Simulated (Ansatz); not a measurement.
How much do the gradients of MoS2 with hydrogen replacing S depend on the method?

Cell: a supercell of MoS2 (space group P6_3/mmc) built from an entry of the Crystallography Open Database (COD), with the ions relaxed around the defect (PBE).

Space group P3m1 (No. 156); a = 6.3380, c = 12.3240 Å, γ = 120.00°.

```csv
site,Wyckoff,site symmetry,x,y,z
Mo1,1a,3m.,0.0000,0.0000,0.2493
Mo2,3d,.m.,0.0001,0.5000,0.2493
Mo5,3d,.m.,0.1648,0.8352,0.7459
Mo8,1c,3m.,0.6667,0.3333,0.7479
H,1a,3m.,0.0000,0.0000,0.6675
S10,3d,.m.,0.9978,0.4989,0.6203
S13,3d,.m.,0.1667,0.8333,0.1229
S16,1c,3m.,0.6667,0.3333,0.1228
S17,1a,3m.,0.0000,0.0000,0.8740
S18,3d,.m.,0.0068,0.5034,0.8733
S21,3d,.m.,0.1666,0.8334,0.3758
S24,1c,3m.,0.6667,0.3333,0.3757
```

One atom of each set is listed.

First run. All values are calculated (Ansatz; DFT, PBE, plane waves and PAW, scalar-relativistic, 420 eV cutoff, Γ-centred 4×4×2 k-points, Fermi–Dirac smearing 0.01 eV, cell charge +1), not measured.

```
site  V_zz (10²¹ V/m²)     η
 Mo1             -7.03  0.00
 Mo2             -7.10  0.01
 Mo5             -9.56  0.54
 Mo8             -9.06  0.00
   H             -0.25  0.00
 S10             -3.92  0.58
 S13             -4.92  0.01
 S16             -4.98  0.00
 S17             -5.03  0.00
 S18             -6.80  0.36
 S21             -5.07  0.01
 S24             -4.68  0.00
```

Second run. The same atoms and settings, except that the functional is r2SCAN and the cutoff is 500 eV.

Problem. Given the first result, estimate the second.

Solution. 

| site | V_zz | η | change of V_zz |
| --- | --- | --- | --- |
| Mo1 | -7.18 | 0.00 | -0.15 |
| Mo2 | -7.21 | 0.01 | -0.11 |
| Mo5 | -9.72 | 0.51 | -0.16 |
| Mo8 | -9.08 | 0.00 | -0.02 |
| H | -0.27 | 0.00 | -0.02 |
| S10 | -4.13 | 0.47 | -0.21 |
| S13 | -5.02 | 0.01 | -0.10 |
| S16 | -5.06 | 0.00 | -0.08 |
| S17 | -5.10 | 0.00 | -0.07 |
| S18 | -6.95 | 0.31 | -0.15 |
| S21 | -5.10 | 0.01 | -0.03 |
| S24 | -4.76 | 0.00 | -0.08 |

The largest change of V_zz is on S10, from -3.92 to -4.13. In per cent, |V_zz| changes by 0 to +2 on Mo, +1 to +5 on S (all sites that start above 2).

The run isn't spin-polarised, and a state with spin may lie lower. The defect repeats with the cell of 24 atoms, so it feels its images: sites between two images don't show the values beside a lone defect, and zeros or small values of η there can come from the images' arrangement. Mo and S carry a gradient in the pure host already, so the values there aren't the defect's effect alone. The relaxation keeps the site symmetry 3m of the start, so the impurity can move only along its axis; a distortion that would localise the partly filled state isn't explored. A uniform background compensates the cell's charge. The defect cell has no gap above 0.1 eV on its mesh, so the values can hang on the smearing and the k-mesh. Without spin–orbit coupling (the program notes it for Mo) the gradients can shift somewhat, as the gap is small.
